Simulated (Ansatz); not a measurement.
### Question
Each is relaxed and computed with r²SCAN (plane waves, PAW; program Ansatz). Which is the only metal?
A. GaGeTe, R-3m (Ga on 6c, Ge on 6c, Te on 6c)
B. CsGeI3, R3m (Cs on 3a, Ge on 3a, I on 9b)
C. SiGe, wurtzite
D. GeRh2, Pnma (Ge on 4c, Rh on 4c, Rh on 4c)

### Answer
D, GeRh2, Pnma (Ge on 4c, Rh on 4c, Rh on 4c). GeRh2: metal; SiGe: gap 0.66 eV (indirect); CsGeI3: gap 1.10 eV (direct); GaGeTe: gap 0.60 eV (direct). Standing as an ambient phase not checked: GeRh2, Pnma (Ge on 4c, Rh on 4c, Rh on 4c); SiGe, wurtzite; CsGeI3, R3m (Cs on 3a, Ge on 3a, I on 9b); GaGeTe, R-3m (Ga on 6c, Ge on 6c, Te on 6c). Weakly bound layers, chains or molecules computed without a dispersion correction, so cells and soft constants are ill determined: GaGeTe, R-3m (Ga on 6c, Ge on 6c, Te on 6c). All cells were relaxed under the symmetry of their starts (and spin orders); stability against distortions was not tested throughout. Rows with no word on spin ran without spin polarisation. Scalar-relativistic: spin–orbit coupling is off unless named, which matters more the heavier the elements.

Potentials: the later of the program's two PAW sets.
